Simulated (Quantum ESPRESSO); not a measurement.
MgIn3P3S (made-up cell) (calculated)

Calculation on a made-up crystal cell, not a measurement, rerun at a higher cutoff and a denser mesh: periodic Kohn-Sham density functional theory in plane waves with PseudoDojo standard norm-conserving scalar-relativistic pseudopotentials, each functional with its own files (v0.5 for PBE, v0.4.1 for LDA and PBEsol), no spin polarisation, no spin-orbit coupling, atoms not relaxed, stress positive in tension, energies less a fixed whole-eV offset for each atom's element; levels are Kohn-Sham levels at fractions of this cell's reciprocal vectors, counted from the reference band (half the neutral cell's valence electrons, rounded up) at Gamma; error bars give the change to or from the runs named with them, not the error of the files; each bar is the largest change over components, and at least 0.002 eV, 0.002 eV per angstrom or 0.02 GPa; energies are for the whole cell, and the offsets were chosen from early runs and are not element reference energies. Program: Quantum ESPRESSO 7.5.

### MgIn3P3S (made-up cell)

```cif
# cell vector a (Å): 5.9544 0.0000 0.0000
# cell vector b (Å): 0.0000 5.9544 0.0000
# cell vector c (Å): 0.0000 0.0000 5.9544
data_MgIn3P3S
_symmetry_space_group_name_H-M 'P 1'
_symmetry_Int_Tables_number 1
_cell_length_a 5.9544
_cell_length_b 5.9544
_cell_length_c 5.9544
_cell_angle_alpha 90.000
_cell_angle_beta 90.000
_cell_angle_gamma 90.000
_cell_volume 211.11
loop_
_atom_site_label
_atom_site_type_symbol
_atom_site_fract_x
_atom_site_fract_y
_atom_site_fract_z
_atom_site_occupancy
In1 In 0.00111 0.99021 0.99950 1
Mg1 Mg 0.98843 0.49652 0.50249 1
In2 In 0.50591 0.99473 0.50542 1
In3 In 0.50059 0.49590 0.00299 1
P1 P 0.25996 0.24266 0.26271 1
P2 P 0.24234 0.73776 0.74819 1
S1 S 0.74360 0.24921 0.74901 1
P3 P 0.74965 0.75727 0.24353 1
```

* lattice type: zincblende/diamond
* functional: pbe
* cutoff: 1437 eV
* fermi dirac smearing: 0.025 eV
* scf tolerance: 1e-07 eV
* electrons removed: 0
* k mesh: 6 x 6 x 6, shifted by half a step
* stress yz: ?

Atoms:
| atoms element | atom site | atom energy offset (eV) |
| --- | --- | --- |
| In | 1 | -1808 |
| Mg | 2 | -1617 |
| In | 3 | -1808 |
| In | 4 | -1808 |
| P | 5 | -189 |
| P | 6 | -189 |
| S | 7 | -302 |
| P | 8 | -189 |

Q: What stress yz does the calculation give for MgIn3P3S (made-up cell)?
A: -0.3133 GPa

Q: Give the table of forces values for MgIn3P3S (made-up cell).
A: 
Forces:
| site | x (eV/Å) | y (eV/Å) | z (eV/Å) |
| --- | --- | --- | --- |
| 1 | 0.8265 | 0.1388 | 0.4245 |
| 2 | 0.3086 | 0.07356 | -0.4437 |
| 3 | -0.7392 | -0.678 | -0.3351 |
| 4 | -0.6966 | 0.4452 | 0.5652 |
| 5 | -0.6523 | 0.4249 | -0.3462 |
| 6 | 0.2427 | 0.08699 | -0.2582 |
| 7 | 0.5485 | 0.1262 | 0.004071 |
| 8 | 0.1618 | -0.6178 | 0.3895 |

Further results for MgIn3P3S (made-up cell):

- free energy less offsets: 1.068 eV
- scf iterations: 10
- smearing term minus ts: 0 eV
- pressure: -0.5392 GPa
- stress xx: 0.5582 GPa
- stress yy: 0.4801 GPa
- stress zz: 0.5793 GPa
- stress xz: -0.02429 GPa
- stress xy: 0.3178 GPa
- error bar energy: 0.005065 eV
- error bar stress: 0.02 GPa
- error bar force: 0.009891 eV/Å
- error bars from: change from the looser run of this cell
